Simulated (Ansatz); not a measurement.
A geometry of Te$_{2}$Mo away from equilibrium: step 2 of the relaxation of a generated cell, Te2Mo built in the 2H-MoS2 structure type. Method: r2SCAN (plane waves to 500 eV, PAW, scalar-relativistic; Ansatz, a first-principles code). Γ-centred k-mesh 7×7×2 on the run's cell (coarser than for final values), Fermi–Dirac smearing 0.05 eV. The plane waves were selected for a different cell earlier on the path.

```
Te2Mo
1.0
    3.54551     0.00000     0.00000
   -1.77275     3.07050     0.00000
    0.00000     0.00000    14.42900
Mo Te
2 4
Direct
  0.33333   0.66667   0.25000
  0.66667   0.33333   0.75000
  0.33333   0.66667   0.62948
  0.66667   0.33333   0.12948
  0.66667   0.33333   0.37052
  0.33333   0.66667   0.87052
```

### Question
Give the Cartesian forces on all atoms (eV/Å).

### Answer
```json
[
 {"atom": "Mo1", "Fx": "0.00", "Fy": "0.00", "Fz": "0.00"},
 {"atom": "Mo2", "Fx": "0.00", "Fy": "0.00", "Fz": "0.00"},
 {"atom": "Te3", "Fx": "0.00", "Fy": "0.00", "Fz": "-0.86"},
 {"atom": "Te4", "Fx": "0.00", "Fy": "0.00", "Fz": "-0.86"},
 {"atom": "Te5", "Fx": "0.00", "Fy": "0.00", "Fz": "0.86"},
 {"atom": "Te6", "Fx": "0.00", "Fy": "0.00", "Fz": "0.86"}
]
```

The path ends in P6₃/mmc (No. 194) (AFLOW prototype AB2_hP6_194_c_f (C7, as in MoS2)). No spin polarisation in the result. Without a van der Waals term the distances between weakly bound units are poorly fixed.

The run could not lose the symmetry of its start; a randomly shaken copy of 6 atoms returns to this structure.
